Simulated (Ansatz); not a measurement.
C:
```yaml
crystal:
  lattice:
    - [2.59171, 0.00000, 0.00000]
    - [0.00000, 2.59171, 0.00000]
    - [0.00000, 0.00000, 5.96607]
  atoms:
    - { symbol: C, position: [0.00000, 0.00000, 0.75000] }
    - { symbol: C, position: [0.00000, 0.00000, 0.25000] }
    - { symbol: C, position: [0.50000, 0.00000, 0.88856] }
    - { symbol: C, position: [0.50000, 0.00000, 0.11144] }
    - { symbol: C, position: [0.00000, 0.50000, 0.38856] }
    - { symbol: C, position: [0.00000, 0.50000, 0.61144] }
```

Relaxed with r²SCAN.

Map the valence electron density (e/Å³), cut off at 2 on the plane through (0.000, 0.000, 0.750) spanned by u = [1, 0, 0] and v = [0, 0, 1] in lattice vectors, from the program Ansatz at the r²SCAN level (PAW).

x is the fraction of u, y of v (the angle between them is 90°; rows are the nearest grid lines); atoms in the plane: C at (0.00, 0.00), C at (0.00, 0.50), C at (0.50, 0.14), C at (0.50, 0.36).
```
y \ x   0.000  0.0625  0.188  0.250  0.375  0.438  0.562  0.625  0.750  0.812  0.938   1.00
------  -----  ------  -----  -----  -----  -----  -----  -----  -----  -----  -----  -----
1.00     1.66    1.71   1.50   1.18  0.711  0.612  0.612  0.711   1.18   1.50   1.71   1.66
0.933    1.61    1.49  0.884  0.592  0.256  0.190  0.190  0.256  0.592  0.884   1.49   1.61
0.833   0.369   0.348  0.227  0.163  0.077  0.057  0.057  0.077  0.163  0.227  0.348  0.369
0.767   0.142   0.137  0.105  0.085  0.051  0.041  0.041  0.051  0.085  0.105  0.137  0.142
0.700   0.210   0.200  0.142  0.108  0.059  0.046  0.046  0.059  0.108  0.142  0.200  0.210
0.600    1.14    1.05  0.601  0.394  0.162  0.115  0.115  0.162  0.394  0.601   1.05   1.14
0.533    1.74    1.67   1.18  0.856  0.425  0.337  0.337  0.425  0.856   1.18   1.67   1.74
0.467    1.74    1.82   1.73   1.49   1.15   1.06   1.06   1.15   1.49   1.73   1.82   1.74
0.400    1.14    1.17   1.37   1.55   1.88   1.83   1.83   1.88   1.55   1.37   1.17   1.14
0.300   0.210   0.234  0.474  0.751   1.66   2.00   2.00   1.66  0.751  0.474  0.234  0.210
0.233   0.142   0.164  0.383  0.647   1.64   2.00   2.00   1.64  0.647  0.383  0.164  0.142
0.167   0.369   0.398  0.675  0.965   1.65   1.89   1.89   1.65  0.965  0.675  0.398  0.369
0.0667   1.61    1.65   1.68   1.64   1.63   1.58   1.58   1.63   1.64   1.68   1.65   1.61
0.000    1.66    1.71   1.50   1.18  0.711  0.612  0.612  0.711   1.18   1.50   1.71   1.66
```

The density is the valence pseudo-density with augmentation charge, so density and ELF within about 1 Å of a nucleus are not all-electron values.

Space group P4_2/mmc. The start of the workflow was typed in or built on a structure type; neither database checked (COD, Materials Project) lists it. It is not the phase usual at ambient conditions (space group No. 194, 227). Symmetry was held in the r²SCAN relaxation; its stability against distortions is not shown here.

Potentials: the later of the program's two PAW sets.
